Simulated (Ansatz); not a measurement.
input.yaml

```yaml
crystal:
  lattice:
    - [0.0, 4.8991938682, 4.8991938682]
    - [4.8991938682, 0.0, 4.8991938682]
    - [4.8991938682, 4.8991938682, 0.0]
  atoms:
    - { symbol: K, position: [0.25, 0.25, 0.25] }
    - { symbol: K, position: [0.75, 0.75, 0.75] }
    - { symbol: Nb, position: [0.0, 0.0, 0.0], spin: 1.0 }
    - { symbol: Hg, position: [0.5, 0.5, 0.5] }
    - { symbol: F, position: [0.2115071925, 0.2115071925, 0.7884928075] }
    - { symbol: F, position: [0.2115071925, 0.7884928075, 0.7884928075] }
    - { symbol: F, position: [0.7884928075, 0.7884928075, 0.2115071925] }
    - { symbol: F, position: [0.2115071925, 0.7884928075, 0.2115071925] }
    - { symbol: F, position: [0.7884928075, 0.2115071925, 0.7884928075] }
    - { symbol: F, position: [0.7884928075, 0.2115071925, 0.2115071925] }
basis:
  ecutwfc: 420
kpoints:
  mp_grid: { grid: [6, 6, 6] }
hamiltonian:
  xc: pbe
scf:
  occupations: { method: gaussian, width: 0.1 }
output:
  forces: true
  stress: true
  eigenvalues: true
  populations: true
magnetization:
  spin_polarized: true
```

Command:
```bash
ansatz run input.yaml --threads 2 --pin off --max-ram 2662MiB --backend cpu --events-out ev --progress --plain --runs-dir out
```

Method: DFT PBE, scalar-relativistic, plane waves, PAW (Ansatz 0.2.0).

Abridged output (final results; tables in files aren't shown):

```
SCF 1 converged in 12 iterations: F = -26299.710580 eV  dr2 = 7.79e-10
SCF converged after 12 iterations
Magnetization: 1.0000 μB (47.0000 up, 46.0000 down)
Absolute magnetization: 1.0484 μB (∫|ρ↑−ρ↓|, with the PAW one-centre terms)
Spin contamination: 0.0050 ħ² per cell (⟨S²⟩ above its minimum at these occupations)
Per-site moments (μB) at R_I (Å): [(0.00033196, 1.43744889), (0.00033196, 1.43744889), (0.54013842, 0.85487716), (-0.00151854, 1.16604030), (0.00982913, 0.85487716), (0.00982913, 0.85487716), (0.00982913, 0.85487716), (0.00982913, 0.85487716), (0.00982913, 0.85487716), (0.00982913, 0.85487716)]
Free energy (F): -26299.710580 eV
Harris-Foulkes:  -26299.710580 eV  (|F-HF|=7.02e-10)
Internal energy: -26299.634766 eV  (E = F + TS)
E sigma→0 (E₀):  -26299.672673 eV
Entropy (-TS):   -0.075814 eV (-7.581 meV/atom)
Fermi energy:    4.747504 eV
--- Per-component energies (eV) ---
  E_band       = -1339.391567
  E_kinetic    = 2732.957810
  E_local      = -10885.308723  (includes V_loc(G=0)·N_el)
  E_nonlocal   = 654.195830
  E_hartree    = 4287.638836
  E_xc         = -1141.765138
  E_vxc        = -1413.482647  (∫ρ·V_xc dr)
  E_paw        = -15782.972930  (= ΣΔE_a)
  E_vpaw       = -1003.042771  (= ΣTr[D̂ρ^β])
  E_aug_tail   = 0.013237  (compensation charges beyond the density's cutoff)
  E_ewald      = -6164.393688
  E_smearing   = -0.075814  (= −TS)
--- Forces (eV/Å), atoms counted from 1 ---
  atom   1  K      0.00000000     0.00000000     0.00000000
  atom   2  K      0.00000000     0.00000000     0.00000000
  atom   3  Nb     0.00000000     0.00000000     0.00000000
  atom   4  Hg     0.00000000     0.00000000     0.00000000
  atom   5  F      0.00000000     0.00000000    -1.58112018
  atom   6  F      1.58112018     0.00000000     0.00000000
  atom   7  F      0.00000000     0.00000000     1.58112018
  atom   8  F      0.00000000    -1.58112018     0.00000000
  atom   9  F      0.00000000     1.58112018     0.00000000
  atom  10  F     -1.58112018     0.00000000     0.00000000
--- Stress (GPa, compression-positive) ---
       -3.445387       0.000000       0.000000
        0.000000      -3.445387       0.000000
        0.000000       0.000000      -3.445387
  P = ⅓ Tr σ = -3.4454 GPa (-34.454 kbar)
--- Band table (eV; the first three rows and the last of 32) ---
  k-point 0 ↑: bands = ["-108.6966", "-57.1593", "-57.1593", "-57.1593", "-53.0493", "-29.1955", "-29.1955", "-29.1955", "-26.9738", "-26.9718", "-19.5844", "-19.4724", "-19.4724", "-19.1580", "-19.1580", "-19.1580", "-10.4348", "-10.4348", "-10.4348", "-10.4176", "-10.4176", "-10.4176", "-2.5429", "-2.5429", "-2.3593", "-1.8755", "-1.8755", "-1.8755", "-1.2609", "-1.2609", "-1.2609", "-0.6036", "-0.6036", "-0.6036", "-0.5893", "-0.5893", "-0.5893", "-0.5819", "-0.5819", "-0.5819", "-0.3374", "-0.3374", "-0.2032", "-0.2032", "-0.2032", "2.8008", "4.7639", "4.7639", "4.7639", "7.1033", "8.0179", "8.0179", "8.4541", "8.4541", "8.4541", "9.4175", "9.4175"]
  k-point 1 ↑: bands = ["-108.6966", "-57.1593", "-57.1593", "-57.1593", "-53.0493", "-29.1955", "-29.1955", "-29.1955", "-26.9737", "-26.9719", "-19.5824", "-19.4730", "-19.4730", "-19.1605", "-19.1575", "-19.1575", "-10.4333", "-10.4333", "-10.4323", "-10.4185", "-10.4185", "-10.4176", "-2.5158", "-2.5158", "-2.3035", "-1.8661", "-1.8546", "-1.8546", "-1.3224", "-1.3224", "-1.3153", "-0.7674", "-0.7674", "-0.7557", "-0.6701", "-0.6701", "-0.5745", "-0.5177", "-0.4746", "-0.4746", "-0.2185", "-0.2185", "-0.2111", "-0.1693", "-0.1693", "2.9158", "4.7620", "4.7679", "4.7679", "6.9634", "7.7921", "7.7921", "8.6363", "8.7298", "8.7298", "9.4467", "9.4467"]
  k-point 2 ↑: bands = ["-108.6966", "-57.1593", "-57.1593", "-57.1593", "-53.0493", "-29.1955", "-29.1955", "-29.1955", "-26.9733", "-26.9723", "-19.5784", "-19.4740", "-19.4740", "-19.1655", "-19.1564", "-19.1564", "-10.4295", "-10.4295", "-10.4266", "-10.4209", "-10.4209", "-10.4183", "-2.4537", "-2.4537", "-2.1647", "-1.8372", "-1.8072", "-1.8072", "-1.4592", "-1.4592", "-1.4485", "-0.9679", "-0.9293", "-0.9293", "-0.7197", "-0.7197", "-0.5586", "-0.4699", "-0.3988", "-0.3988", "-0.2484", "-0.2484", "-0.2282", "0.0272", "0.0272", "3.1443", "4.7552", "4.7753", "4.7753", "6.8018", "7.5454", "7.5454", "8.4513", "9.0763", "9.0763", "9.5480", "9.5480"]
  k-point 15 ↓: bands = ["-108.6968", "-57.1596", "-57.1596", "-57.1596", "-52.4322", "-28.5157", "-28.5157", "-28.5156", "-26.9727", "-26.9724", "-19.5555", "-19.4627", "-19.4557", "-19.1282", "-19.1273", "-19.1272", "-10.4316", "-10.4298", "-10.4276", "-10.4193", "-10.4145", "-10.4130", "-2.5779", "-2.4316", "-2.1524", "-1.7509", "-1.6447", "-1.5957", "-1.4249", "-1.1758", "-1.1513", "-0.8598", "-0.8192", "-0.7765", "-0.7595", "-0.7245", "-0.6913", "-0.5980", "-0.5100", "-0.4402", "-0.2711", "-0.1883", "-0.1348", "-0.0970", "-0.0843", "2.9951", "5.6267", "5.6453", "5.6617", "7.2239", "7.7599", "7.7800", "8.5814", "8.6287", "9.3666", "9.4122", "9.7139"]
--- Löwdin populations: 10 sites ---
  site symbol q [e]    m [muB]
     0      K      8.1915     0.0059
     1      K      8.1915     0.0059
     2     Nb     11.3088     0.8875
     3     Hg     19.7770    -0.0031
     4      F      7.5370     0.0107
     5      F      7.5370     0.0107
     6      F      7.5370     0.0107
     7      F      7.5370     0.0107
     8      F      7.5370     0.0107
     9      F      7.5370     0.0107
  spilling = 0.003325 (of n_electrons = 93.000000)
```

The run converged.

Spin-orbit coupling is left out, which matters for the bands of heavy elements.